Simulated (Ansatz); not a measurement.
LaN in space group P4/nmm (No. 129; La on 2c, N on 2a) at seven volumes, plane-wave PAW LDA (Ansatz code), shape and atoms relaxed at each. One row is withheld.

```tsv
V (Å³/atom)	P (GPa)
15.280	8.63
15.783	5.09
16.287	2.25
16.791	0.00
17.294	-1.77
17.798	-3.11
18.302	?
```

Q: Fit the shown pressures and predict the withheld one.

A: Third-order Birch–Murnaghan: P = (3/2)B₀(x^(7/2) − x^(5/2))[1 + (3/4)(B′ − 4)(x − 1)] with x = (V₀/V)^(2/3). Least squares on the six rows gives V₀ = 16.792 Å³/atom, B₀ = 66.02 GPa, B′ = 7.03. At V = 18.302, x = 0.9442 and P = -4.18 GPa. The run itself gave -4.12 GPa.

The workflow started from a Materials Project entry (that database holds measured and hypothetical structures alike); the Crystallography Open Database copy checked does not list it. COD files the formula under space group No. 225. Whether it is the stable phase at ambient conditions was not checked. Symmetry was held in the LDA relaxation. At this level the phase is dynamically unstable (imaginary phonons). Spin–orbit coupling is left out wherever it is not named.

Potentials: the later of the program's two PAW sets.
